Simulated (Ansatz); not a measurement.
CaS:
```xyz
2
Lattice="0.0000 2.8166 2.8166 2.8166 0.0000 2.8166 2.8166 2.8166 0.0000" Properties=species:S:1:pos:R:3 pbc="T T T"
Ca     0.0000     0.0000     0.0000
S      2.8166     2.8166     2.8166
```

Relaxed with PBEsol.

Problem. Map the electron localisation function on the plane through (0.000, 0.000, 0.000) spanned by u = [1, 0, 0] and v = [0, 1, -1] in lattice vectors, from the program Ansatz at the PBEsol level (PAW).

Solution. x is the fraction of u, y of v (the angle between them is 90°; rows are the nearest grid lines); atoms in the plane: Ca at (0.00, 0.00), S at (0.50, 0.50).
```
|889984000000000489988|
|899983000111000389998|
|999962002343200269999|
|999730135777531037999|
|886311368999863113688|
|431013799999997310134|
|000137999999999731000|
|000369999989999963000|
|002589998646899985200|
|013799995101599997310|
|014799984000489997410|
|013799995101599997310|
|002589998646899985200|
|000369999989999963000|
|000137999999999731000|
|431013799999997310134|
|886311368999863113688|
|999730135777531037999|
|999962002343200269999|
|899983000111000389998|
|889984000000000489988|
```
Scale: ten equal steps from 0.009 (start of '0') to 0.868 (end of '9'), in the order '0123456789'; x runs from 0.000 to 1.00, y from 0.000 (bottom) to 1.00 (top).

The density is the valence pseudo-density with augmentation charge, so density and ELF within about 1 Å of a nucleus are not all-electron values.

Space group Fm-3m (rock salt). The cell was relaxed with PBEsol under the symmetry of its start.

Potentials: the later of the program's two PAW sets.
